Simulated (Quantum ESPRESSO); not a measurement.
# Ge6BN: input and log of a self-consistent run

Simulated, not a measurement. The program is pw.x of Quantum ESPRESSO 7.5 (plane-wave density functional theory). The cell is made up: 8 atoms on a zincblende/diamond lattice, with randomly drawn elements, strain and displacements, not relaxed. PseudoDojo standard norm-conserving files (v0.5 for PBE, v0.4.1 for LDA and PBEsol) set the functional; there is no spin polarisation, spin-orbit coupling or dispersion term, and the masses in the input are unused placeholders.

Input:

```
&control calculation='scf', pseudo_dir='./dojo.nc.sr.pbe.v0_5.standard.upf', outdir='./o', disk_io='low', tprnfor=.true., tstress=.true. /
&system ibrav=0, nat=8, ntyp=3, nbnd=56, ecutwfc=84.00895049, nosym=.true., tot_charge=0,
 occupations='smearing', smearing='fd', degauss=0.0073498644
/
&electrons conv_thr=7.350e-09, electron_maxstep=60, /
ATOMIC_SPECIES
B 1.0 B.upf
Ge 1.0 Ge.upf
N 1.0 N.upf
CELL_PARAMETERS angstrom
5.8514 0.0136 0.0217
0.0136 5.8267 -0.0233
0.0217 -0.0233 5.8798
ATOMIC_POSITIONS angstrom
Ge -0.0287 0.062 -0.054
Ge -0.0104 2.8158 2.9049
Ge 3.0317 -0.0285 2.9681
B 2.8849 2.8987 -0.1099
Ge 1.4824 1.4596 1.5881
N 1.4658 4.3904 4.4136
Ge 4.3934 1.4284 4.439
Ge 4.4986 4.3059 1.4416
K_POINTS automatic
6 6 6 1 1 1
```

The log is shortened where brackets say so; the opening notice, blank lines, dates and the lines on written files are dropped, and the path of the files is cut. It prints rydbergs, bohrs and kilobars, and counts compression as positive stress.

```
     Program PWSCF v.7.5
     Parallel version (MPI & OpenMP), running on       4 processor cores
     Number of MPI processes:                 4
     Threads/MPI process:                     1
     [start-up lines left out]
     bravais-lattice index     =            0
     lattice parameter (alat)  =      11.0576  a.u.
     unit-cell volume          =    1352.7776 (a.u.)^3
     number of atoms/cell      =            8
     number of atomic types    =            3
     number of electrons       =        92.00
     number of Kohn-Sham states=           56
     kinetic-energy cutoff     =      84.0090  Ry
     charge density cutoff     =     336.0358  Ry
     scf convergence threshold =      7.3E-09
     mixing beta               =       0.7000
     number of iterations used =            8  plain     mixing
     Exchange-correlation= PBE
                           (   1   4   3   4   0   0   0)
     [axes and pseudopotential details left out]
   Cartesian axes
     site n.     atom                  positions (alat units)
         1        Ge     tau(   1) = (  -0.0049048   0.0105957  -0.0092285  )
         2        Ge     tau(   2) = (  -0.0017773   0.4812136   0.4964405  )
         3        Ge     tau(   3) = (   0.5181104  -0.0048706   0.5072413  )
         4        B      tau(   4) = (   0.4930226   0.4953810  -0.0187817  )
         5        Ge     tau(   5) = (   0.2533387   0.2494422   0.2714025  )
         6        N      tau(   6) = (   0.2505018   0.7503090   0.7542738  )
         7        Ge     tau(   7) = (   0.7508217   0.2441102   0.7586146  )
         8        Ge     tau(   8) = (   0.7688001   0.7358681   0.2463660  )
     number of k points=   108  Fermi-Dirac smearing, width (Ry)=  0.0073
     Number of k-points >= 100: set verbosity='high' to print them.
     Dense  grid:   140713 G-vectors     FFT dimensions: (  72,  72,  72)
     Estimated max dynamical RAM per process >     612.08 MB
     Estimated total dynamical RAM >       2.29 GB
     Initial potential from superposition of free atoms
     starting charge      91.9948, renormalised to      92.0000
     Starting wfcs are   62 randomized atomic wfcs
     total cpu time spent up to now is        8.7 secs
     per-process dynamical memory:   526.0 Mb
     Self-consistent Calculation
     iteration #  1     ecut=    84.01 Ry     beta= 0.70
     Davidson diagonalization with overlap
     ethr =  1.00E-02,  avg # of iterations =  3.0
     Threshold (ethr) on eigenvalues was too large:
     Diagonalizing with lowered threshold
     Davidson diagonalization with overlap
     ethr =  8.08E-04,  avg # of iterations =  1.8
     total cpu time spent up to now is       46.9 secs
     total energy              =   -1097.48438424 Ry
     estimated scf accuracy    <       0.73333938 Ry
     iteration #  2     ecut=    84.01 Ry     beta= 0.70
     Davidson diagonalization with overlap
     ethr =  7.97E-04,  avg # of iterations =  8.8
     total cpu time spent up to now is       70.1 secs
     total energy              =   -1097.26593614 Ry
     estimated scf accuracy    <       7.23434457 Ry
     iteration #  3     ecut=    84.01 Ry     beta= 0.70
     Davidson diagonalization with overlap
     ethr =  7.97E-04,  avg # of iterations =  6.2
     total cpu time spent up to now is       96.0 secs
     total energy              =   -1097.93423752 Ry
     estimated scf accuracy    <       0.05177468 Ry
     iteration #  4     ecut=    84.01 Ry     beta= 0.70
     Davidson diagonalization with overlap
     ethr =  5.63E-05,  avg # of iterations =  5.5
     total cpu time spent up to now is      118.1 secs
     total energy              =   -1097.94306745 Ry
     estimated scf accuracy    <       0.00431069 Ry
     iteration #  5     ecut=    84.01 Ry     beta= 0.70
     Davidson diagonalization with overlap
     ethr =  4.69E-06,  avg # of iterations =  5.0
     total cpu time spent up to now is      139.6 secs
     total energy              =   -1097.94342514 Ry
     estimated scf accuracy    <       0.00290706 Ry
     [iterations 6 to 7 left out]
     iteration #  8     ecut=    84.01 Ry     beta= 0.70
     Davidson diagonalization with overlap
     ethr =  4.10E-08,  avg # of iterations =  2.7
     total cpu time spent up to now is      191.4 secs
     total energy              =   -1097.94377134 Ry
     estimated scf accuracy    <       0.00000910 Ry
     iteration #  9     ecut=    84.01 Ry     beta= 0.70
     Davidson diagonalization with overlap
     ethr =  9.89E-09,  avg # of iterations =  2.0
     total cpu time spent up to now is      208.4 secs
     total energy              =   -1097.94377279 Ry
     estimated scf accuracy    <       0.00000026 Ry
     iteration # 10     ecut=    84.01 Ry     beta= 0.70
     Davidson diagonalization with overlap
     ethr =  2.80E-10,  avg # of iterations =  4.3
     total cpu time spent up to now is      229.0 secs
     total energy              =   -1097.94377287 Ry
     estimated scf accuracy    <       0.00000005 Ry
     iteration # 11     ecut=    84.01 Ry     beta= 0.70
     Davidson diagonalization with overlap
     ethr =  5.64E-11,  avg # of iterations =  2.1
     total cpu time spent up to now is      246.2 secs
     total energy              =   -1097.94377289 Ry
     estimated scf accuracy    <          9.9E-09 Ry
     iteration # 12     ecut=    84.01 Ry     beta= 0.70
     Davidson diagonalization with overlap
     ethr =  1.07E-11,  avg # of iterations =  2.0
     total cpu time spent up to now is      263.5 secs
     End of self-consistent calculation
     Number of k-points >= 100: set verbosity='high' to print the bands.
     the Fermi energy is     5.5370 ev
!    total energy              =   -1097.94377289 Ry
     estimated scf accuracy    <          7.8E-10 Ry
     smearing contrib. (-TS)   =      -0.00591842 Ry
     internal energy E=F+TS    =   -1097.93785446 Ry
     The total energy is F=E-TS. E is the sum of the following terms:
     one-electron contribution =    -673.12867298 Ry
     hartree contribution      =     387.21998753 Ry
     xc contribution           =    -269.07080324 Ry
     ewald contribution        =    -542.95836577 Ry
     convergence has been achieved in  12 iterations
     Forces acting on atoms (cartesian axes, Ry/au):
     atom    1 type  2   force =     0.05785809   -0.04939165   -0.00050839
     atom    2 type  2   force =     0.01831248    0.04496158    0.04235105
     atom    3 type  2   force =    -0.04317215   -0.03862762    0.01271112
     atom    4 type  1   force =     0.00894945   -0.00321021    0.01555460
     atom    5 type  2   force =     0.04568969    0.00894307   -0.06553217
     atom    6 type  3   force =     0.00867667   -0.00250781    0.00551031
     atom    7 type  2   force =    -0.04744566    0.05638320    0.02677319
     atom    8 type  2   force =    -0.04886858   -0.01655057   -0.03685970
     Total force =     0.174726     Total SCF correction =     0.000170
     Computing stress (Cartesian axis) and pressure
          total   stress  (Ry/bohr**3)                   (kbar)     P=      -93.26
  -0.00064416  -0.00006056   0.00007220          -94.76       -8.91       10.62
  -0.00006056  -0.00062582  -0.00002854           -8.91      -92.06       -4.20
   0.00007220  -0.00002854  -0.00063188           10.62       -4.20      -92.95
     init_run     :      8.31s CPU      8.66s WALL (       1 calls)
     electrons    :    253.64s CPU    254.83s WALL (       1 calls)
     forces       :      2.71s CPU      2.72s WALL (       1 calls)
     stress       :      9.91s CPU      9.92s WALL (       1 calls)
     [timing details left out]
     PWSCF        :   4m34.75s CPU   4m36.37s WALL
     JOB DONE.
```

In other units: free energy -14938.286 eV for the cell, pressure -9.33 GPa, largest force component 1.685 eV/Å. A rerun of the same cell at another strain at 1437 eV and a 8 x 8 x 8 mesh moved values by no more than 0.005 eV in energy, 0.02 GPa in stress and 0.007 eV/Å in force.